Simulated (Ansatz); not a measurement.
Notes on Al$_{2}$Zn$_{2}$Pb

```yaml
crystal:
  lattice:
    - [0.00000, 4.31103, 0.00000]
    - [4.31103, 0.00000, 0.00000]
    - [2.15552, 2.15552, -5.53192]
  atoms:
    - { symbol: Al, position: [0.75000, 0.25000, 0.50000] }
    - { symbol: Al, position: [0.25000, 0.75000, 0.50000] }
    - { symbol: Pb, position: [0.00000, 0.00000, 0.00000] }
    - { symbol: Zn, position: [0.37800, 0.37800, 0.24400] }
    - { symbol: Zn, position: [0.62200, 0.62200, 0.75600] }
```

The numbers come from plane-wave PAW DFT (Ansatz): PBE, no spin polarisation, 420 eV, 8×8×8 Γ-centred k points, fermi-dirac occupations (width 0.1 eV). Nothing was relaxed.

(1) What happens at the Fermi level?

(2) What does the stress say?

(3) What is the formation energy?

(4) Which atom feels the largest force, and which way?

(5) Which element gives electrons and which takes them?

Origin: a known structure type with other elements, at an estimated volume, so it need not be a known compound.

Answers

(1) It is a metal, with about 2.2 states/eV a cell as the mean within 0.25 eV of the Fermi level, mostly Al p (35 %), Pb p (26 %) and Al s (14 %).

(2) The pressure is -0.2 GPa (compression positive), so with the atoms held at these fractions the cell is close to zero pressure. The principal stresses -0.7, -0.7, 0.8 GPa differ, so its shape would change too.

(3) 0.13 eV an atom against the elements' usual phases (free molecules for gases, crystals otherwise, with no correction for O₂ or N₂), so at this geometry it isn't bound against them. Relaxing would lower it.

(4) The largest is on Zn4 (and as large on other atoms): 0.76 eV/Å, components (0.00, 0.00, 0.76). It makes 123° with the line to a nearest neighbour, Al1 at 2.58 Å.

(5) Bader charges in e: Al +0.78, Zn -0.94, Pb +0.32. In the mean Al gives up most and Zn takes most.
